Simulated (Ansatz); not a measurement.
## 5 guesses for CdSe₄ and where they end

Computed with Ansatz 0.2.0, DFT PBE, scalar-relativistic, plane waves, PAW. Settings: cutoff 420 eV, Γ-centred meshes spaced at most about 0.3 Å⁻¹, and about 0.25 Å⁻¹ or finer for metals (2π included), Gaussian smearing. No spin polarisation in the final relaxations.

Each guess was relaxed in cell and atoms at zero pressure, within the symmetry of its start. These are static total energies at zero pressure. Coordination counts Se atoms around Cd (those within 1.25 times the shortest such distance or 1.15 times the sum of covalent radii).

```
guess   made from  start group  V start (Å³/atom)  end group  V end (Å³/atom)  coordination at the end  gap on mesh (eV)  E over the lowest end (meV/atom)
    1   Co4H type        P-3m1               24.5          ?                ?                        ?                 ?                                 ?
    2   PbF4 type       I4/mmm               25.7     I4/mmm             28.3                     Cd 4                 0                               236
    3   SnI4 type        P-43m               29.9      P-43m             26.0                     Cd 4                 0                               510
    4  MnAu4 type         I4/m               25.0       I4/m             30.3                     Cd 4                 0                                 0
    5   Ni4N type        Pm-3m               27.8      Pm-3m             27.7                     Cd 6                 0                               801
```

Guess 1 as it starts:

```cif
data_structure
_symmetry_space_group_name_H-M 'P 1'
_symmetry_Int_Tables_number 1
_cell_length_a 3.5320
_cell_length_b 3.5320
_cell_length_c 11.3569
_cell_angle_alpha 90.000
_cell_angle_beta 90.000
_cell_angle_gamma 120.000
_cell_volume 122.69
loop_
_atom_site_label
_atom_site_type_symbol
_atom_site_fract_x
_atom_site_fract_y
_atom_site_fract_z
_atom_site_occupancy
Cd1 Cd 0.00000 0.00000 0.00000 1
Se1 Se 0.33333 0.66667 0.86586 1
Se2 Se 0.33333 0.66667 0.37680 1
Se3 Se 0.66667 0.33333 0.13414 1
Se4 Se 0.66667 0.33333 0.62320 1
```

Problem. Predict the end of this guess and its energy over the lowest end.

Solution. It ends in space group P-3m1 (No. 164), with a = 3.889 Å, c = 8.963 Å, 23.5 Å³/atom and no gap. It lies 105 meV/atom over the lowest end, above guess 4 and below guess 2. Counting Se atoms around Cd, this end has Cd 6 and the lowest (guess 4) has Cd 4. The lowest (guess 4) holds Se–Se chains (shortest 2.51 Å); in this end the shortest Se–Se distance is 2.78 Å, near bonding range too.

```
CELL_PARAMETERS angstrom
3.88946 0.00000 0.00000
-1.94473 3.36837 0.00000
0.00000 0.00000 8.96320
ATOMIC_POSITIONS crystal
Cd 0.00000 0.00000 0.00000
Se 0.33333 0.66667 0.81408
Se 0.33333 0.66667 0.40837
Se 0.66667 0.33333 0.18592
Se 0.66667 0.33333 0.59163
```

Formation energies are uncorrected and refer to the elements' standard structures at the same level.

Problem. Is the lowest end bound against the elements?

Solution. Too close to call: its formation energy is −0.01 eV/atom. The formation energy is too near zero to say whether this cell lies below the elements.

Weakly bound directions are ill-defined at this level, which has no dispersion term (I4/mmm), and this can change margins and order among such cells. A magnetic state wasn't ruled out in cells without spin, among them P-3m1, I4/mmm, P-43m, Pm-3m. The reference form of Se is held partly by dispersion forces, which this level lacks. Cells relaxed within their symmetry can be saddle points. A lower structure may well exist outside this small set. Some candidate types were left out of the draw beforehand, so a known form may be missing.
